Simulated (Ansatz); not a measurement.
Ti3Al:
```cif
data_AlTi3
_chemical_formula_sum 'Ti3 Al1'
_space_group_name_H-M_alt 'P-6m2'
_space_group_IT_number 187
_space_group_name_Hall 'P -6 2'
_cell_length_a 2.89680
_cell_length_b 2.89680
_cell_length_c 9.13290
_cell_angle_alpha 90.000
_cell_angle_beta 90.000
_cell_angle_gamma 120.000
loop_
_atom_site_label
_atom_site_type_symbol
_atom_site_symmetry_multiplicity
_atom_site_Wyckoff_symbol
_atom_site_fract_x
_atom_site_fract_y
_atom_site_fract_z
_atom_site_occupancy
Ti1 Ti 1 e 0.66667 0.33333 0.00000 1
Ti2 Ti 2 h 0.33333 0.66667 0.24865 1
Al1 Al 1 f 0.66667 0.33333 0.50000 1
```

Relaxed with PBEsol.

### Question
Which orbitals make up the states near the Fermi level in plane-wave PAW PBEsol (Ansatz code)?

### Answer
Within 0.5 eV of the Fermi level: Ti 3d 81 %, Al 3p 8 %. Projections are on Löwdin-orthogonalised atomic valence shells; empty p or d shells of many metals are not among them.

### Question
Tabulate the density of states.

### Answer
States/eV per cell of 4 atoms, in 0.25 eV bins, energy from the Fermi level.

```tsv
E (eV)	total	Ti 3d	Al 3p	Ti 4s
-7.85	0.32	0.01	0.08	0.07
-7.60	0.32	0.01	0.10	0.06
-7.35	0.33	0.01	0.11	0.06
-7.10	0.33	0.02	0.12	0.05
-6.85	0.33	0.02	0.13	0.05
-6.60	0.34	0.02	0.14	0.05
-6.35	0.34	0.02	0.15	0.04
-6.10	0.34	0.03	0.15	0.04
-5.85	0.36	0.03	0.16	0.05
-5.60	0.47	0.04	0.17	0.12
-5.35	0.55	0.04	0.18	0.17
-5.10	0.62	0.05	0.19	0.22
-4.85	0.66	0.06	0.20	0.24
-4.60	0.73	0.07	0.21	0.27
-4.35	0.80	0.09	0.23	0.31
-4.10	0.88	0.11	0.24	0.35
-3.85	0.99	0.15	0.26	0.39
-3.60	1.14	0.22	0.27	0.44
-3.35	1.16	0.24	0.26	0.48
-3.10	1.40	0.38	0.32	0.53
-2.85	1.88	0.69	0.35	0.65
-2.60	2.23	1.02	0.34	0.69
-2.35	3.23	1.92	0.40	0.73
-2.10	3.17	2.08	0.33	0.60
-1.85	3.61	2.57	0.33	0.52
-1.60	3.60	2.77	0.34	0.30
-1.35	4.16	3.31	0.43	0.18
-1.10	6.29	5.06	0.61	0.25
-0.85	4.30	3.17	0.57	0.22
-0.60	5.07	4.09	0.53	0.14
-0.35	5.73	4.33	0.50	0.31
-0.10	4.00	3.11	0.40	0.19
0.15	3.85	3.23	0.31	0.12
0.40	4.50	3.95	0.22	0.11
0.65	6.64	5.98	0.21	0.19
0.90	6.78	5.99	0.23	0.23
1.15	5.58	5.14	0.14	0.09
1.40	2.59	2.50	0.04	0.02
1.65	6.43	6.01	0.18	0.09
1.90	4.43	4.08	0.15	0.08
2.15	4.08	3.66	0.17	0.10
2.40	3.76	3.15	0.18	0.11
```

The workflow started from a Materials Project entry (that database holds measured and hypothetical structures alike); the Crystallography Open Database copy checked does not list it. With Ti and Al taken as one species the cell has the higher symmetry P6_3/mmc, so it may be an ordered model of a mixed-site phase. It is not the phase usual at ambient conditions (space group No. 194). Symmetry was held in the PBEsol relaxation; its stability against distortions is not shown here. No spin polarisation was allowed.

Potentials: the later of the program's two PAW sets.
